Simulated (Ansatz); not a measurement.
Straining Cu

The calculation used DFT PBEsol, scalar-relativistic, plane waves, PAW in Ansatz 0.2.0. (420 eV cutoff, 24×24×12 k-mesh, Gaussian smearing of 0.10 eV, no spin polarisation)

Reference structure (relaxed):

```
Cu
1.0
     2.52059    0.00000    0.00000
    -1.26030    2.18290    0.00000
     0.00000    0.00000    4.11652
Cu
2
Direct
  0.33333 0.66667 0.25000
  0.66667 0.33333 0.75000
```

Deformation: c alone is stretched, the rest of the cell is held and the atoms relax, all within the symmetry that the strain leaves. Energies are extrapolated to zero smearing. Stress is positive in compression, on the Cartesian axes of the cell above. On this cell's mesh the reference holds a stress of up to 0.44 GPa.

| strain (%) | ΔE (meV/atom) | a (Å) | b (Å) | c (Å) | σxx (GPa) | σyy (GPa) | σzz (GPa) |
| --- | --- | --- | --- | --- | --- | --- | --- |
| -6.0 | ? | 2.521 | 2.521 | 3.870 | ? | ? | ? |
| -4.0 | 20.2 | 2.521 | 2.521 | 3.952 | 4.56 | 4.56 | 14.53 |
| -2.0 | 5.1 | 2.521 | 2.521 | 4.034 | 1.93 | 1.93 | 6.97 |
| +0.0 | 0.0 | 2.521 | 2.521 | 4.117 | -0.24 | -0.24 | 0.44 |
| +2.0 | 3.5 | 2.521 | 2.521 | 4.199 | -2.06 | -2.06 | -5.16 |
| +4.0 | 14.4 | 2.521 | 2.521 | 4.281 | -3.61 | -3.61 | -9.88 |
| +6.0 | ? | 2.521 | 2.521 | 4.364 | ? | ? | ? |

**Question.** Fill in the row at -6.0 %.

**Answer.** ΔE 46.7 meV/atom; σxx 7.70 GPa; σyy 7.70 GPa; σzz 23.25 GPa.

**Question.** Fill in the row at +6.0 %.

**Answer.** ΔE 31.4 meV/atom; σxx -4.94 GPa; σyy -4.94 GPa; σzz -13.72 GPa.

This form isn't the element's structure at ambient conditions.